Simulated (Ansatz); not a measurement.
The relaxed structure here is a generated cell of NbAs: the first start was made by placing the elements on the sites of a structure type, and the end was not matched to a known phase here, so it may be hypothetical.

One starting cell of NbAs (a generated cell, NbAs built in the CrB structure type) was relaxed twice with Ansatz (plane waves, PAW, scalar-relativistic): with r2SCAN at 500 eV and with PBE at 420 eV. The r2SCAN result:

```cif
data_As4Nb4
_chemical_formula_sum 'As4 Nb4'
_space_group_name_H-M_alt 'Cmcm'
_space_group_IT_number 63
_space_group_name_Hall '-C 2c 2'
_cell_length_a 3.35488
_cell_length_b 9.57260
_cell_length_c 4.46415
_cell_angle_alpha 90.000
_cell_angle_beta 90.000
_cell_angle_gamma 90.000
loop_
_atom_site_label
_atom_site_type_symbol
_atom_site_symmetry_multiplicity
_atom_site_Wyckoff_symbol
_atom_site_fract_x
_atom_site_fract_y
_atom_site_fract_z
_atom_site_occupancy
As1 As 4 c 0.00000 0.38009 0.25000 1
Nb1 Nb 4 c 0.00000 0.09157 0.25000 1
```
(The calculation used a cell of 4 atoms; values per cell refer to that cell.)

```csv
quantity,r2SCAN,PBE
space group,Cmcm,Cmcm
volume (Å³/atom),17.92,…
a (Å),3.355,…
b (Å),9.573,…
c (Å),4.464,…
"gap (eV, no spin-orbit coupling)",0.00,…
```

Task: What does PBE give for the same quantities?

Result: 
- volume (Å³/atom), PBE: 18.00
- a (Å), PBE: 3.353
- b (Å), PBE: 9.566
- c (Å), PBE: 4.490
- gap (eV, no spin-orbit coupling), PBE: 0.00

Both levels end in the same structure; PBE's volume is within 0.5 % of r2SCAN's. Neither column is exact.

No spin polarisation in the result.

The run could not lose the symmetry of its start: the end is stationary, and may be a saddle point rather than a minimum.

Ansatz is a program for electronic structure.
